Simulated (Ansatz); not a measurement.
# How far is PAW off for LuHg?

```yaml
crystal:
  lattice:
    - [3.53486, 0.00000, 0.00000]
    - [0.00000, 3.53486, 0.00000]
    - [0.00000, 0.00000, 3.60700]
  atoms:
    - { symbol: Lu, position: [0.50000, 0.50000, 0.50000] }
    - { symbol: Hg, position: [0.00000, 0.00000, 0.00000] }
```

Atom numbers follow the list: Lu1, Hg2.

Conventional cell: a = 3.535 Å, b = 3.535 Å, c = 3.607 Å, α = 90.00°, β = 90.00°, γ = 90.00°. Lu (atom 1) has 8 Hg at 3.08 Å and 4 Lu at 3.53 Å as nearest neighbours. Hg (atom 2) is surrounded by 8 Lu at 3.08 Å and 4 Hg at 3.53 Å.

The cell comes from COD entry 1523433, which wasn't checked; take it as a given geometry. The listed cell was then made from it by scaling, straining or moving an atom.

Spin–orbit coupling is left out, though it moves levels of the heavy atoms by tenths of an eV or more.

Methods: DFT, LDA, PAW with Ansatz's default frozen-core files, scalar-relativistic (Ansatz 0.2.0); DFT, LDA, all-electron PAW with datasets made for the crystal, scalar-relativistic (Ansatz 0.2.0); DFT, LDA, all-electron LAPW, scalar-relativistic (Ansatz 0.2.0).

For PAW: a Γ-centred 10×10×10 k mesh, Fermi–Dirac smearing of 0.05 eV, cutoff 420 eV, no spin polarisation; the PAW files were made with PBE, and the program remakes their frozen cores for this functional. The crystal-made all-electron datasets (AE datasets) take a cutoff of 340 eV at this cell. LAPW targets a basis error of 0.25 meV/atom. The Ansatz runs share mesh, smearing and spin set-up. Plane-wave (PAW) pressures include the program's estimate of the Pulay term.

Stress and pressure are positive in compression.

The change that made this cell: equal xx and yy strain of -2 %.

Spin–orbit coupling is left out, which moves gradients at and beside heavy atoms by some per cent and at worst by a factor of two.

In a metal, gradients converge slowly with the k mesh: the values move by tens of per cent from one mesh to another, at times in sign, so only the comparison on one mesh counts.

```tsv
quantity	PAW	AE datasets	LAPW
pressure (GPa)	-1.04	-1.03	-1.03
stress xx (GPa)	-0.74	-0.73	-0.73
stress zz (GPa)	-1.64	-1.64	-1.63
field gradient Vzz at Hg2 (10²¹ V/m²)	-0.72	-0.72	–
```
